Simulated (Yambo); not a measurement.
**RbIO3: sweep of GW parameters**

G0W0@PBEsol for RbIO₃ (space group R3m, No. 160) in Yambo. Reference settings: 2×2×2 Γ-centred k mesh, 268 bands and a 7 Ry block in the screening, 268 bands in G with the Bruneval-Gonze terminator, plasmon pole fitted at 27.2 eV. The PBEsol gap Z → Z on this mesh is 2.59 eV; G0W0 gaps are taken between the same points.

```json
[
 {"change from the reference": "reference settings", "G0W0 gap Z → Z (eV)": "4.36", "shift of the valence edge (eV)": "-0.79", "rough Yambo cost": "1"},
 {"change from the reference": "174 bands in W, 174 bands in G", "G0W0 gap Z → Z (eV)": "4.39", "shift of the valence edge (eV)": "-0.73", "rough Yambo cost": "within a factor of two"},
 {"change from the reference": "174 bands in G", "G0W0 gap Z → Z (eV)": "4.36", "shift of the valence edge (eV)": "-0.78", "rough Yambo cost": "–"},
 {"change from the reference": "6 Ry block", "G0W0 gap Z → Z (eV)": "4.35", "shift of the valence edge (eV)": "-0.77", "rough Yambo cost": "within a factor of two"},
 {"change from the reference": "pole fitted at 10 eV", "G0W0 gap Z → Z (eV)": "4.28", "shift of the valence edge (eV)": "-0.67", "rough Yambo cost": "–"},
 {"change from the reference": "no random integration", "G0W0 gap Z → Z (eV)": "4.29", "shift of the valence edge (eV)": "-0.55", "rough Yambo cost": "–"},
 {"change from the reference": "174 bands in G, no terminator", "G0W0 gap Z → Z (eV)": "4.33", "shift of the valence edge (eV)": "-0.47", "rough Yambo cost": "–"}
]
```

The reference isn't shown to be the converged limit. Costs are rough (shared machines), scaled to the same edge states, and given only for runs that recompute the screening.

Spin-orbit coupling is included.

Geometry of the Materials Project entry, not relaxed at this level; primitive cell a = 4.5193 Å, b = 4.5193 Å, c = 4.5193 Å, α = 89.72°, β = 89.72°, γ = 89.72°.

The structure is a Materials Project entry; no match was found in the copy of COD used, and its stability was not checked.

A shift is the quasiparticle energy of the state minus its PBEsol energy.
